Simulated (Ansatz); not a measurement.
A plane-wave DFT run in Ansatz 0.2.0 (scalar-relativistic PAW potentials unless the input names others): input and command.

```yaml
crystal:
  lattice:
    - [5.2809715305, 0.0, 0.0]
    - [-2.6404857653, 4.5734555021, 0.0]
    - [0.0, 0.0, 6.3172460575]
  atoms:
    - { symbol: In, position: [0.6666666667, 0.3333333333, 0.25] }
    - { symbol: In, position: [0.3333333333, 0.6666666667, 0.75] }
    - { symbol: In, position: [0.0, 0.0, 0.5] }
    - { symbol: In, position: [0.0, 0.0, 0.0] }
    - { symbol: Sb, position: [0.6666666667, 0.3333333333, 0.75] }
    - { symbol: Sb, position: [0.3333333333, 0.6666666667, 0.25] }
basis:
  ecutwfc: 420
kpoints:
  mp_grid: { grid: [12, 12, 6] }
hamiltonian:
  xc: lda
scf:
  occupations: { method: gaussian, width: 0.1 }
  max_iter: 50
output:
  forces: true
  eigenvalues: true
  stress: true
magnetization:
  spin_polarized: [1, 2]
```

```bash
ansatz run input.yaml --threads 1 --pin off --max-ram 2560MiB --backend cpu --events-out ev --progress --plain --runs-dir out
```

Problem. What will the program do with this input?

Solution. The program refuses it, because of a value of the wrong type (magnetization.spin_polarized: not typed → [1, 2]). Without that key it is accepted.

Abridged log:
```
Error: YAML parse error: error: line 27 column 19: expected string scalar
  --> <input>:27:19
   |
25 |   stress: true
26 | magnetization:
27 |   spin_polarized: [1, 2]
   |                   ^ expected string scalar
```